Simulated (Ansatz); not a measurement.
Ir:
```
CELL_PARAMETERS angstrom
      0.00000     1.93529     1.93529
      1.93529     0.00000     1.93529
      1.93529     1.93529     0.00000
ATOMIC_POSITIONS crystal
  Ir 0.00000 0.00000 0.00000
```

Relaxed with PBE.

Q: Which orbitals make up the states near the Fermi level in DFT-PBE in the program Ansatz with PAW potentials?

A: Within 0.5 eV of the Fermi level: Ir 5d 95 %. Projections are on Löwdin-orthogonalised atomic valence shells; empty p or d shells of many metals are not among them.

Q: Tabulate the density of states.

A: States/eV per cell of 1 atom, in 0.25 eV bins, energy from the Fermi level.

```
E (eV)  total  Ir 5d  Ir 6s
------  -----  -----  -----
-7.85    0.35   0.14   0.20
-7.60    0.55   0.30   0.24
-7.35    0.76   0.49   0.26
-7.10    0.96   0.67   0.28
-6.85    1.20   0.94   0.25
-6.60    1.27   1.07   0.19
-6.35    1.18   1.03   0.13
-6.10    1.14   1.03   0.10
-5.85    1.01   0.93   0.06
-5.60    0.74   0.71   0.02
-5.35    1.05   1.01   0.02
-5.10    1.14   1.08   0.03
-4.85    1.11   1.05   0.04
-4.60    1.18   1.10   0.05
-4.35    1.30   1.20   0.07
-4.10    1.32   1.21   0.08
-3.85    1.53   1.38   0.11
-3.60    1.70   1.55   0.10
-3.35    1.93   1.79   0.08
-3.10    1.39   1.27   0.07
-2.85    1.14   1.02   0.07
-2.60    0.97   0.88   0.05
-2.35    0.93   0.84   0.04
-2.10    0.98   0.90   0.04
-1.85    1.18   1.10   0.04
-1.60    1.37   1.28   0.04
-1.35    1.03   0.96   0.04
-1.10    0.97   0.91   0.03
-0.85    0.92   0.87   0.03
-0.60    0.88   0.83   0.03
-0.35    0.88   0.83   0.03
-0.10    0.92   0.87   0.03
0.15     0.99   0.94   0.03
0.40     1.20   1.15   0.03
0.65     1.63   1.57   0.04
0.90     1.43   1.38   0.04
1.15     0.88   0.82   0.04
1.40     0.53   0.46   0.05
1.65     0.27   0.18   0.06
1.90     0.27   0.17   0.07
2.15     0.28   0.16   0.07
2.40     0.28   0.15   0.08
2.65     0.28   0.13   0.08
2.90     0.28   0.12   0.09
3.15     0.28   0.11   0.09
3.40     0.28   0.10   0.10
3.65     0.27   0.09   0.10
3.90     0.27   0.08   0.10
4.15     0.27   0.07   0.10
4.40     0.26   0.06   0.10
4.65     0.25   0.05   0.10
```

Space group Fm-3m (fcc (Cu type)). The cell was relaxed with PBE under the symmetry of its start. No spin polarisation was allowed. Spin–orbit coupling is left out wherever it is not named.

Potentials: the later of the program's two PAW sets.
